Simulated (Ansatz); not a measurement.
The geometry is COD entry 9017523, unchecked; take it as a test cell. The listed cell was then made from it by scaling, straining or moving an atom.

An input for In: DFT, LDA, all-electron PAW with datasets made for the crystal, scalar-relativistic (Ansatz 0.2.0).

Command: `ansatz run input.yaml --threads 1 --pin off --max-ram 3072MiB --backend cpu --events-out ev --progress --plain --runs-dir out` The run took 14 s on 1 thread of Intel(R) Xeon(R) 6975P-C (Granite Rapids) (shared host), peak memory 0.63 GiB.

```yaml
crystal:
  lattice:
    - [-1.62615, 1.62615, 2.5481685]
    - [1.62615, -1.62615, 2.5481685]
    - [1.62615, 1.62615, -2.5481685]
  atoms:
    - { symbol: In, position: [0.0, 0.0, 0.0] }
kpoints:
  mp_grid: { grid: [12, 12, 14] }
scf:
  occupations: { method: fermi_dirac, width: 0.05 }
hamiltonian:
  xc: lda
  pseudopotentials: { kind: all_electron, datasets: crystal }
output:
  forces: true
  stress: true
  eigenvalues: true
  efg: { contact_densities: true }
```

Set-up and iterations as logged by Ansatz (the results part is left out, to be predicted):

```
Warning: crystal.symmetry: narrowed to the stabiliser of the k-point mesh — unitary ops 16 → 4; excluded 12 operations that carry a point of the 12×12×14 mesh (shift [0, 0, 0]) off the mesh (the run samples exactly the mesh kpoints.mp_grid names, as under crystal.symmetry.detect: false, and its converged state has the mesh's symmetry, not the crystal's; ε∞, the Born charges and the force constants of a linear response (`dielectric:` by the response, `phonons.method: dfpt`) are averaged over those of the crystal's operations that the state keeps within a tolerance, where `mesh_tensors`, `unaveraged_element` or `gamma_mean_max_change_ev_ang2` stands beside them; a row that `dielectric.field_direction` solves alone is averaged likewise, with nothing beside; a Γ-centred mesh of equal divisions is mapped onto itself by every operation and keeps the whole group, as does a half-shifted one under kpoints.further_shifts: images)
hamiltonian.pseudopotentials.datasets: crystal makes datasets for this crystal and solves the spheres of its atoms anew in each pass: cutoff 260.0 eV, the density's 1040.0 eV; for an error of 0.50 meV an atom under PBE, 0.5 meV for the cell; an energy difference from a run of another recipe may be off by several times the error for the cell, under r2SCAN by more, where some 0.1 meV an atom stays at smaller errors; In in spheres of 1.376 Å, 13 of its electrons in bands
Engine: ansatz 0.2.0
Pseudopotentials: kind: all_electron
Pseudopotential: In, paw, valence charge 13, recommended cutoff 260 eV (normal), Koelling and Harmon's equation, gaussian nucleus
Functional definition: SPW92
  exchange = slater_x
  correlation = pw_c
Crystal: 1 atoms, lattice volume = 26.953 Å³
Basis set: ecut = 260 eV, 267 PW (Γ)
Bands: 11, of which v1, the nominal top of the filled ones, is band 7 counted from 1 (6 counted from 0)
Symmetry: 4 space group operations
k-points: 554 of 2016
Non-local potential: In, projectors of the file, l = 0: 1, l = 1: 1, l = 2: 2
PAW form: soft (Blöchl's): semilocal exchange-correlation on the pseudo side does not see the compensation charge
PAW one-centre angular grid: In, 590 points (default); XC on its mesh's 1869 points in the sphere
Initial density: superposition of atomic densities (neutral atoms: chi_scale 0, normalization atom)
Initial wavefunctions: pseudopotential atomic-orbital guess
Functional: x = slater, c = lda
iter 1 solved again at ethr=8.12e-4 eV; its pass at ethr=1.00e-1 eV (dr2=1.06e-1 eV) is discarded
SCF iter   1: F=—  HF=-159905.486296 eV  |F-HF|=—  |Δ(HF+E_count)|=         —  Δρ=1.66e-2  dr2=9.97e-2  ethr=8.12e-4  ⟨swp⟩=3.8  Hψ=35461  notcnv=0
SCF iter   2: F=—  HF=-159905.451221 eV  |F-HF|=—  |Δ(HF+E_count)|=   3.51e-2  Δρ=1.00e-2  dr2=3.80e-2  ethr=7.67e-4  ⟨swp⟩=2.2  Hψ=12298  notcnv=0  defer=3
iter 3 solved again at ethr=3.06e-6 eV; its pass at ethr=2.92e-4 eV (dr2=3.98e-4 eV) is discarded
SCF iter   3: F=—  HF=-159905.428538 eV  |F-HF|=—  |Δ(HF+E_count)|=   2.27e-2  Δρ=1.15e-3  dr2=3.86e-4  ethr=3.06e-6  ⟨swp⟩=2.2  Hψ=26485  notcnv=0  defer=4
SCF iter   4: F=—  HF=-159905.428828 eV  |F-HF|=—  |Δ(HF+E_count)|=   2.90e-4  Δρ=6.69e-4  dr2=6.55e-5  ethr=2.97e-6  ⟨swp⟩=3.0  Hψ=12534  notcnv=0  defer=2
SCF iter   5: F=—  HF=-159905.428937 eV  |F-HF|=—  |Δ(HF+E_count)|=   1.10e-4  Δρ=1.12e-4  dr2=4.25e-6  ethr=5.03e-7  ⟨swp⟩=3.0  Hψ=10659  notcnv=0  defer=1
SCF iter   6: F=—  HF=-159905.428931 eV  |F-HF|=—  |Δ(HF+E_count)|=   6.64e-6  Δρ=3.37e-5  dr2=3.20e-7  ethr=3.27e-8  ⟨swp⟩=3.0  Hψ=13418  notcnv=0  defer=1
SCF iter   7: F=-159905.428930 eV  HF=-159905.428930 eV  |F-HF|=1.95e-9  |Δ(HF+E_count)|=   3.90e-7  Δρ=3.10e-6  dr2=2.02e-9  ethr=2.46e-9  ⟨swp⟩=3.0  Hψ=13401  notcnv=0  defer=1
```

Question: What pressure will this run report?

Answer: -3.51 GPa (positive in compression).
